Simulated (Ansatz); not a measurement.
Rb₃ScCl₆:
Space group Fm-3m (No. 225); a = 11.0729 Å, b = 11.0729 Å, c = 11.0729 Å, α = 90.00°, β = 90.00°, γ = 90.00°

| atom | site | symmetry | x | y | z |
|---|---|---|---|---|---|
| Rb | 8c | -43m | 0.2500 | 0.2500 | 0.2500 |
| Rb | 4b | m-3m | 0.5000 | 0.5000 | 0.5000 |
| Sc | 4a | m-3m | 0.0000 | 0.0000 | 0.0000 |
| Cl | 24e | 4m.m | 0.0000 | 0.0000 | 0.2240 |
(The calculation used a cell of 10 atoms; values per cell refer to that cell.)

Relaxed with r²SCAN. Independent-particle spectrum: no excitons, no local fields, no scissors shift; 0.1 eV broadening; ε₁ of the summed bands alone.

Tabulate the dielectric function from the program Ansatz at the r²SCAN level (PAW).



```
E (eV)  ε₁ xx  ε₂ xx
------  -----  -----
0.0      2.68   0.00
0.5      2.68   0.00
1.0      2.70   0.00
1.5      2.73   0.00
2.0      2.78   0.00
2.5      2.85   0.00
3.0      2.94   0.00
3.5      3.09   0.00
4.0      3.32   0.00
4.5      3.82   0.00
5.0      5.75   1.87
5.5      1.05   2.34
6.0      3.22   0.27
6.5      4.42   3.08
7.0      2.32   0.95
7.5      3.87   2.00
8.0      2.50   1.94
8.5      2.30   3.09
9.0      1.33   2.72
9.5      1.70   0.95
10.0     2.12   1.83
10.5     2.15   1.54
11.0     1.46   1.71
11.5     2.03   2.37
12.0     0.96   1.70
```

From ε at 4.9 eV (xx: 5.48 + 0.64i), find n, k, the normal reflectivity and the absorption coefficient.

n = 2.34, k = 0.136, R = 16 %, α = 2kE/ħc = 68000 cm⁻¹.

With all bands, ε∞ without local fields is 2.72.

The first step of the workflow began from a Materials Project structure, measured or hypothetical; the Crystallography Open Database files this formula in space group No. 225, but the cells were not matched. Whether it is the stable phase at ambient conditions was not checked. Symmetry was held in the r²SCAN relaxation; whether a distortion lowers the energy is not shown. The run is not spin-polarised. Spin–orbit coupling is left out wherever it is not named.

Potentials: the later of the program's two PAW sets.
